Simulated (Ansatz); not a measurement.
SiNi6Ge in space group P4/mmm (No. 123; Pearson symbol tP8), plane-wave PAW r²SCAN (Ansatz code), all energies at zero smearing, with the estimated change up to a 700 eV cutoff added, with one set of potentials and settings (totals compare only within such a set). Cell of 8 atoms (1 Si, 6 Ni, 1 Ge): -40016.438 eV.

| element | reference phase | E (eV/atom) |
|---|---|---|
| Si | Fd-3m, 2 atoms in the cell | -639.0665 |
| Ni | Fm-3m, 1 atoms in the cell, spin-polarised | -5845.2921 |
| Ge | Fd-3m, 2 atoms in the cell | -4302.9121 |

Formation energy per atom, worked out: (-40016.438 − 1×(-639.0665) − 6×(-5845.2921) − 1×(-4302.9121))/8 = -0.338 eV/atom (-33 kJ per mol of atoms), at 0 K, without zero-point energy or fitted corrections.

The first step of the workflow began from a Materials Project structure, measured or hypothetical; the Crystallography Open Database copy checked does not list it. With Si and Ge taken as one species the cell has the higher symmetry Pm-3m, so it may be an ordered model of a mixed-site phase. Its standing as an ambient phase is unchecked. The cell was relaxed with r²SCAN under the symmetry of its start; whether a distortion lowers the energy is not shown. The run is not spin-polarised. The references are the lowest solids computed at this level, not always the standard phases.

Potentials: the earlier of the program's two PAW sets.
